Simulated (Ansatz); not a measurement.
# Na₂CO₃ — coordination and ²³Na quadrupole coupling

Cell: a computed structure from the Materials Project (it need not be an observed phase).

Space group C2/m (No. 12); a = 9.1771, b = 5.2854, c = 6.2852 Å, β = 95.69°.

```
site  Wyckoff  site symmetry       x       y       z
 Na1       2a            2/m  0.0000  0.0000  0.0000
 Na2       2c            2/m  0.0000  0.0000  0.5000
 Na3       4i              m  0.3262  0.0000  0.2287
   C       4i              m  0.3303  0.0000  0.7548
  O7       8j              1  0.3989  0.7866  0.7396
 O11       4i              m  0.1925  0.0000  0.7883
```

One atom of each set is listed; the run and its k-mesh use a cell of 12 atoms with edges of 5.30, 5.30, 6.29 Å.

The numbers come from a DFT calculation in Ansatz (PBE, plane waves and PAW, scalar-relativistic, 420 eV cutoff, Γ-centred 5×5×4 k-points, Fermi–Dirac smearing 0.02 eV).

Q(²³Na) = 104.0 mb.

Task: Order the Na environments from the weakest to the strongest quadrupole coupling.
A. Na2: 6 O at 2.39–2.40 Å
B. Na1: 6 O at 2.31–2.35 Å
C. Na3: 7 O at 2.59–2.91 Å; also 1 Na at 3.19 Å

Result: B (0.901 MHz, η = 0.49), A (1.16 MHz, η = 0.21), C (4.08 MHz, η = 0.08).

Like point charges on the first shell alone (each adding as 1/d³) would give the same order, so the shape of the shell goes a long way to explain it.

The largest force is 0.3 eV/Å, so the atoms aren't at the calculated equilibrium and relaxing them would move these values.
